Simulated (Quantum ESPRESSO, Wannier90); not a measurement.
## Tight-binding from DFT: AlRu (CsCl type)

```xyz
2
Lattice="2.9825 0.0000 0.0000 0.0000 2.9825 0.0000 0.0000 0.0000 2.9825" Properties=species:S:1:pos:R:3 pbc="T T T"
Al     0.0000     0.0000     0.0000
Ru     1.4912     1.4912     1.4912
```

Structure: Materials Project mp-542569, symmetrised, not relaxed again. COD (Crystallography Open Database) has an entry of this formula and space group (matched by these alone). Level: LDA, no spin polarisation, no spin-orbit coupling; pw.x of Quantum ESPRESSO at 71 Ry with PseudoDojo potentials, 10×10×10 k-points, Wannier90. Density: 14×14×14 mesh, cold smearing 0.01 Ry.

The plane-wave run has 26 bands and 19 electrons a cell. On the energy scale of pw.x, whose zero is arbitrary, the Fermi level lies at 16.09 eV.

Input w.win, without the blocks of cell, atoms and k-points (1000 lines):

```
num_bands = 22
num_wann = 13
exclude_bands = 1-4
num_iter = 800
conv_tol = 1.0e-6
conv_window = 4
dis_num_iter = 1000
dis_conv_tol = 1.0e-6
dis_froz_max = 17.59
write_hr = true
write_u_matrices = true
begin projections
Al: s;p
end projections
mp_grid = 10 10 10
```

Task: Check the input against the numbers above: what is wrong, and how is it mended?

Result: wannier90.x -pp stops with:
```
w90_readwrite_get_projections: too few projection functions defined
```
The projections block defines fewer trial orbitals than num_wann. Mended as below, all else unchanged, the run goes through (Ω_I = 13.7 Å²) and follows the plane-wave bands to 1.5 meV rms (states up to 1.0 eV relative to the Fermi level).
```
Ru: s;p;d
```
